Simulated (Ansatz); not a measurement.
NiAg₂O₂ in space group R-3m (No. 166; Ag on 6c, O on 6c, Ni on 3a), the program Ansatz at the r²SCAN level (PAW), all energies at zero smearing, with the estimated change up to a 700 eV cutoff added, with one set of potentials and settings (totals compare only within such a set). Cell of 5 atoms (2 Ag, 2 O, 1 Ni): -22188.182 eV.

```json
[
 {"element": "Ag", "reference phase": "R-3m, 3 atoms in the cell", "E (eV/atom)": "-7603.9440"},
 {"element": "O", "reference phase": "C2/m, 4 atoms in the cell, spin-polarised", "E (eV/atom)": "-566.0281"},
 {"element": "Ni", "reference phase": "Fm-3m, 1 atoms in the cell, spin-polarised", "E (eV/atom)": "-5845.2912"}
]
```

Formation energy per atom, worked out: (-22188.182 − 2×(-7603.9440) − 2×(-566.0281) − 1×(-5845.2912))/5 = -0.589 eV/atom (-57 kJ per mol of atoms), at 0 K, without zero-point energy or fitted corrections.

The workflow started from an entry of the Crystallography Open Database (COD), which files this formula under 2 space groups. Its standing as an ambient phase is unchecked. The r²SCAN relaxation kept the symmetry of its start; its stability against distortions is not shown here. The final state is ferromagnetic, the only order run, not a proven ground state. Other orbital occupations within this spin state were not tried. No Hubbard U is applied. The references are the lowest solids computed at this level, not always the standard phases (solids in place of the gases).

Potentials: the later of the program's two PAW sets.
